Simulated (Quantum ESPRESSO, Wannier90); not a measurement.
## Tight-binding from DFT: TlI (Cmcm)

```xyz
4
Lattice="4.6755 0.0000 0.0000 0.0000 0.0000 -5.2437 -2.3377 6.5441 0.0000" Properties=species:S:1:pos:R:3 pbc="T T T"
Tl    -2.3377     1.4195    -1.3109
Tl     2.3377    -1.4195     1.3109
I      0.0000    -1.7801    -1.3109
I      0.0000     1.7801     1.3109
```

Structure: Materials Project mp-22858, symmetrised, not relaxed again. COD (Crystallography Open Database) has the formula in 2 space groups, this one among them (matched by group alone). Computed values, not measurements, from PBEsol: Quantum ESPRESSO (norm-conserving PseudoDojo potentials, cutoff 56 Ry, spinors with spin-orbit coupling) on a Γ-centred 6×4×6 mesh, then Wannier90. Density: 8×6×8 mesh, cold smearing 0.01 Ry.

Bands 29-40 form an isolated set from -2.97 to 0.00 eV relative to the valence-band maximum (on the path) and are turned into 12 Wannier functions by minimising the spread from the start: atomic waves I 5p.

Task: Where do the functions sit, how wide are they and what are they made of?

Result: 
```tsv
functions	spread (Å²)	nearest atom, distance (Å)	second atom, distance (Å)	weight on atomic waves
4	4.89	I 0.35	Tl 2.99	I 5p 78 %, Tl 6p 11 %, Tl 6s 7 %
4	4.72	I 0.06	Tl 3.41	I 5p 78 %, Tl 6p 13 %, Tl 6s 7 %
4	4.51	I 0.08	Tl 3.43	I 5p 80 %, Tl 6p 10 %, Tl 6s 6 %
```

Ω_I = 54.85 Å², Ω_total = 56.46 Å²; the interpolated bands follow pw.x to 5.2 meV rms on the path. Only this start was tried; a symmetric start can stop on a saddle, and mixtures of these functions could lower the total by at most Ω_total − Ω_I.
